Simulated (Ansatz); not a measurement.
AlPd:
Space group Cmcm (No. 63); a = 2.7947 Å, b = 10.0343 Å, c = 4.2147 Å, α = β = γ = 90.00°

```
atom  site  symmetry       x       y       z
----  ----  --------  ------  ------  ------
Al      4c       m2m  0.0000  0.3449  0.2500
Pd      4c       m2m  0.0000  0.0895  0.2500
```
(The calculation used a cell of 4 atoms; values per cell refer to that cell.)

Relaxed at zero pressure with the program Ansatz at the r²SCAN level (PAW).

**Question.** The volume is raised by 3 % and shape and atoms relax at that volume. What pressure results, and how do the axes share the change?

**Answer.** -4.2 GPa; a 1.1 %, b 1.1 %, c 0.7 %; the energy rises by 6 meV/atom.

**Question.** Give the new structure.

**Answer.** 
Space group Cmcm (No. 63); a = 2.825 Å, b = 10.148 Å, c = 4.246 Å, α = 90.00°, β = 90.00°, γ = 90.00°

```tsv
atom	site	symmetry	x	y	z
Al	4c	m2m	0.0000	0.3457	0.2500
Pd	4c	m2m	0.0000	0.0900	0.2500
```

The phase is kept; no other phase was compared at this pressure.

The start of the workflow was typed in or built on a structure type; neither database checked (COD, Materials Project) lists it. Its standing as an ambient phase is unchecked. The r²SCAN relaxation kept the symmetry of its start; its stability against distortions is not shown here. The run is not spin-polarised. Axis ratios of metals converge slowly with the k-mesh, so a and c are less sure than the volume.

Potentials: the later of the program's two PAW sets.
